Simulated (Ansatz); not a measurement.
input.yaml (Ansatz)

```yaml
crystal:
  lattice:
    - [-2.1098912418, 2.1098912418, 2.1098912418]
    - [2.1098912418, -2.1098912418, 2.1098912418]
    - [2.1098912418, 2.1098912418, -2.1098912418]
  atoms:
    - { symbol: Pb, position: [0.0, 0.0, 0.0] }
hamiltonian:
  xc: blyp
  pseudopotentials:
    kind: paw
    azcp:
      Pb: "pseudopotentials/Pb.paw.azcp"
basis:
  ecutwfc: 420
  fft_grid_basis: typed
kpoints:
  mp_grid: { grid: [12, 12, 12], shift: [0, 0, 0] }
magnetization:
  spin_polarized: false
scf:
  occupations: { method: fermi_dirac, width: 0.1 }
  lower_state_search: "off"
output:
  stress: true
  write_density: true
  write_potential: true
  elf: true
  volumetric_format: npy
```

Terminal output

```
Engine: ansatz 0.2.0, aarch64-unknown-linux-gnu
Pseudopotentials: kind: paw
Pseudopotential: Pb, paw, valence charge 14, recommended cutoff 420 eV (normal) 
Functional definition: BLYP
  parameter beta = 0.0042
  parameter a = 0.04918
  parameter b = 0.132
  parameter c = 0.2533
  parameter d = 0.349
  exchange = b88_x(beta = beta)
  correlation = lyp_c(a = a, b = b, c = c, d = d)
Crystal: 1 atoms, lattice volume = 37.570 Å³
Basis set: ecut = 420 eV, 683 PW (Γ), exchange–correlation on 50×50×50 points (8 copies of the dense FFT grid, shifted against one another)
Bands: 11, of which v1, the nominal top of the filled ones, is band 7 counted from 1 (6 counted from 0)
Symmetry: 48 space group operations
Space group: Im-3m (ITA 229), of the structure as read, at distance tolerance 3.3e-5 Å
k-points: 72 of 1728
Non-local potential: Pb, projectors of the file, l = 0: 2, l = 1: 2, l = 2: 2, l = 3: 2
PAW form: soft (Blöchl's): semilocal exchange-correlation on the pseudo side does not see the compensation charge
PAW frozen core: Pb, regenerated for the run's functional, and the local potential with it (the file was generated under x = pbe(κ = 0.804, μ = 0.2195149727645171), c = pbe(β = 0.06672455060314922))
PAW one-centre angular grid: Pb, 590 points (default); XC on 64 Gauss nodes
Initial density: superposition of atomic densities (neutral atoms: chi_scale 0, normalization atom), corrected by the library's trained network
Initial wavefunctions: pseudopotential atomic-orbital guess
Functional: x = b88, c = lyp
SCF iter   1: F=—  HF=-11934.600118 eV  |F-HF|=—  |Δ(HF+E_count)|=         —  Δρ=5.27e-3  dr2=7.51e-3  ethr=1.77e-3  ⟨swp⟩=5.4  Hψ=4984  notcnv=0
SCF iter   2: F=—  HF=-11934.599088 eV  |F-HF|=—  |Δ(HF+E_count)|=   1.03e-3  Δρ=3.18e-3  dr2=3.12e-3  ethr=5.36e-5  ⟨swp⟩=1.0  Hψ=1370  notcnv=0
SCF iter   3: F=—  HF=-11934.599149 eV  |F-HF|=—  |Δ(HF+E_count)|=   6.16e-5  Δρ=7.55e-4  dr2=3.10e-4  ethr=2.23e-5  ⟨swp⟩=2.0  Hψ=1294  notcnv=0
SCF iter   4: F=—  HF=-11934.599246 eV  |F-HF|=—  |Δ(HF+E_count)|=   9.61e-5  Δρ=8.29e-4  dr2=1.73e-4  ethr=2.21e-6  ⟨swp⟩=2.0  Hψ=1297  notcnv=0
SCF iter   5: F=—  HF=-11934.599159 eV  |F-HF|=—  |Δ(HF+E_count)|=   8.70e-5  Δρ=1.34e-4  dr2=4.87e-6  ethr=1.24e-6  ⟨swp⟩=2.0  Hψ=1219  notcnv=0
SCF iter   6: F=—  HF=-11934.599162 eV  |F-HF|=—  |Δ(HF+E_count)|=   3.23e-6  Δρ=1.74e-5  dr2=9.72e-8  ethr=7.14e-10  ⟨swp⟩=7.8  Hψ=5928  notcnv=0
SCF iter   7: F=-11934.599162 eV  HF=-11934.599162 eV  |F-HF|=3.99e-9  |Δ(HF+E_count)|=   2.17e-7  Δρ=3.44e-6  dr2=4.30e-9  ethr=6.94e-10  ⟨swp⟩=5.8  Hψ=4252  notcnv=0
SCF 1 converged in 7 iterations: F = -11934.599162 eV  dr2 = 4.30e-9
SCF converged after 7 iterations
Free energy (F): -11934.599162 eV
Harris-Foulkes:  -11934.599162 eV  (|F-HF|=3.99e-9)
Internal energy: -11934.576932 eV  (E = F + TS)
E sigma→0 (E₀):  -11934.588047 eV
Entropy (-TS):   -0.022230 eV (-22.230 meV/atom)
Fermi energy:    8.492452 eV
--- Per-component energies (eV) ---
  E_band       = -69.701937
  E_kinetic    = 287.512392
  E_local      = -1153.429680  (includes V_loc(G=0)·N_el)
  E_nonlocal   = 346.823898
  E_hartree    = 454.280507
  E_xc         = -217.519886
  E_vxc        = -128.435673  (∫ρ·V_xc dr)
  E_paw        = -10435.109805  (= ΣΔE_a)
  E_vpaw       = -330.735223  (= ΣTr[D̂ρ^β])
  E_aug_tail   = 0.000048  (compensation charges beyond the density's cutoff)
  E_ewald      = -1217.020030
  E_core_change = -0.114376  (= ΣΔE_core)
  E_smearing   = -0.022230  (= −TS)
  E_closure    = -0.000000  (closes the sum)
  Σ components = -11934.599162   (vs F -11934.599162, Δ=0.00e0)
--- Stress (GPa, compression-positive) ---
       -1.916212      -0.000000       0.000000
       -0.000000      -1.916212       0.000000
        0.000000       0.000000      -1.916212
  P = ⅓ Tr σ = -1.9162 GPa (-19.162 kbar)
--- Band table (eV; the first three rows and the last of 72) ---
  k-point 0: bands = ["-8.5223", "-8.5223", "-8.5223", "-8.3928", "-8.3928", "-2.0467", "14.1982", "14.1982", "14.1982", "17.7743", "19.5214"]
  k-point 1: bands = ["-8.5250", "-8.5180", "-8.5088", "-8.3960", "-8.3933", "-1.9377", "13.1087", "13.8820", "14.1073", "18.1851", "18.8848"]
  k-point 2: bands = ["-8.5325", "-8.5078", "-8.4717", "-8.4035", "-8.3945", "-1.6148", "11.1503", "13.1674", "13.8533", "17.1555", "18.1353"]
  k-point 71: bands = ["-8.5354", "-8.5354", "-8.3346", "-8.3346", "-8.3346", "2.3006", "8.2927", "8.2927", "8.2927", "13.2517", "13.2517"]
```
